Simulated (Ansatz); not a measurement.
# TeAs (Fm-3m)

Theory: Ansatz, DFT PBEsol+D3(BJ), scalar-relativistic, plane waves, PAW.

Settings: cutoff 420 eV, Γ-centred mesh 12×12×12 on the computed 2-atom cell, Gaussian smearing of 0.10 eV; no spin polarisation.

The structure is relaxed at this level of theory with its symmetry kept. Whether it is the stable form of this composition wasn't checked.

```
CELL_PARAMETERS angstrom
0.00000 2.88744 2.88744
2.88744 0.00000 2.88744
2.88744 2.88744 0.00000
ATOMIC_POSITIONS crystal
Te 0.50000 0.50000 0.50000
As 0.00000 0.00000 0.00000
```

Q: Density of states at the Fermi level?

A: 1.00 states/eV per cell.

Q: Löwdin character within 0.5 eV of the Fermi level?

A: As 4p 57 %, Te 5p 30 %.

Q: Bulk modulus?

A: 78 GPa.

Q: Its pressure derivative?

A: 4.0.

Q: Bader charges (e)?

A: Te (1 in the cell) 0.08, As (1 in the cell) -0.08.

Spin-orbit coupling is left out, which matters for the bands of heavy elements.

Cost: 9 runs of about 0.94 core-minutes in all, on Arm Neoverse V2 (shared hosts).